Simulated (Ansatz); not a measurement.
## Al₃Cu: comparing deformations

Method: Ansatz, DFT PBEsol, scalar-relativistic, plane waves, PAW. Settings: plane waves to 420 eV, k-mesh 12×12×12 (Γ-centred), Gaussian smearing 0.15 eV. No spin polarisation. Energies are free energies at this smearing, counted from the undisturbed cell; pressure is positive in compression.

Zero of the scan (relaxed at this level; it needn't be the usual structure):

```xyz
4
Lattice="3.8924 0.0000 0.0000 0.0000 3.8924 0.0000 0.0000 0.0000 3.8924" Properties=species:S:1:pos:R:3 pbc="T T T"
Al    0.0000    1.9462    1.9462
Al    1.9462    0.0000    1.9462
Al    1.9462    1.9462    0.0000
Cu    0.0000    0.0000    0.0000
```

The cell is strained by ε times a Voigt pattern (xx, yy, zz, yz, xz, xy; engineering shear) with fractional coordinates fixed. τ = (1/V0) dE/dε comes from the stress tensor. Of each scan, only the three points used here are listed.

| pattern | ε | τ (GPa) |
| --- | --- | --- |
| (0, 0, 0, 0, 0, 1) | -0.0250 | -0.951 |
| (0, 0, 0, 0, 0, 1) | 0.0000 | 0.000 |
| (0, 0, 0, 0, 0, 1) | 0.0125 | 0.527 |
| (1, 0, 0, 0, 0, 0) | -0.0250 | -5.06 |
| (1, 0, 0, 0, 0, 0) | 0.0000 | 0.01 |
| (1, 0, 0, 0, 0, 0) | 0.0250 | 4.47 |

Problem. Which constants do the scans give, and which deformation costs least for the same size of strain tensor?

Solution. The slope dτ/dε at zero (parabola through three points) is pᵀCp: (0, 0, 0, 0, 0, 1) gives C44 = 41 GPa; (1, 0, 0, 0, 0, 0) gives C11 = 191 GPa. The size of the strain tensor, ε:ε, is ε² times 0.5, 1.0. Per unit of it the stiffnesses are 82, 191 GPa, so (0, 0, 0, 0, 0, 1) is the softest of these: at ε:ε = (1 %)² the quadratic term costs 0.38 meV/atom against 0.88 for the stiffest. These are clamped-ion values.

In a metal these slopes depend on the k mesh and the smearing.

Cost: 18 runs of about 1.5 core-minutes in all, on AMD EPYC 9R45 (Zen 5) (shared hosts).